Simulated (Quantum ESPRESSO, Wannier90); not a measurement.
Wannier functions of YOF (R-3m)

```xyz
6
Lattice="-1.8979 3.2872 0.0000 -3.7957 0.0000 0.0000 -1.8979 1.0957 6.2966" Properties=species:S:1:pos:R:3 pbc="T T T"
Y     -1.8979     1.0957     1.4149
Y      1.8979    -1.0957    -1.4149
O     -1.8979     1.0957    -0.8595
O      1.8979    -1.0957     0.8595
F      0.0000     0.0000     2.4656
F      0.0000     0.0000    -2.4656
```

Materials Project entry mp-3637; symmetrised, unrelaxed at this level. COD (Crystallography Open Database) has an entry of this formula and space group (matched by these alone). Method: PBEsol plane waves in Quantum ESPRESSO 7.5 (PseudoDojo norm-conserving files, 68 Ry, spinors with spin-orbit coupling), Bloch states on a 4×4×4 mesh through Γ, Wannier90 4.0.1. Density: 10×10×10 mesh, cold smearing 0.01 Ry.

Bands 13-20 form an isolated set from -19.79 to -18.68 eV relative to the valence-band maximum (on the path) and are turned into 8 Wannier functions by minimising the spread from the start: SCDM (isolated).

Q: Where do the functions sit, how wide are they and what are they made of?

A: 
```tsv
functions	spread (Å²)	nearest atom, distance (Å)	second atom, distance (Å)	weight on atomic waves
5	1.58	Y 0.03	O 2.24	Y 4p 90 %
3	1.54	Y 0.03	O 2.23	Y 4p 90 %
```

Ω_I = 12.24 Å², Ω_total = 12.51 Å²; the interpolated bands follow pw.x to 3.3 meV rms on the path. Only this start was tried; a symmetric start can stop on a saddle, and mixtures of these functions could lower the total by at most Ω_total − Ω_I.
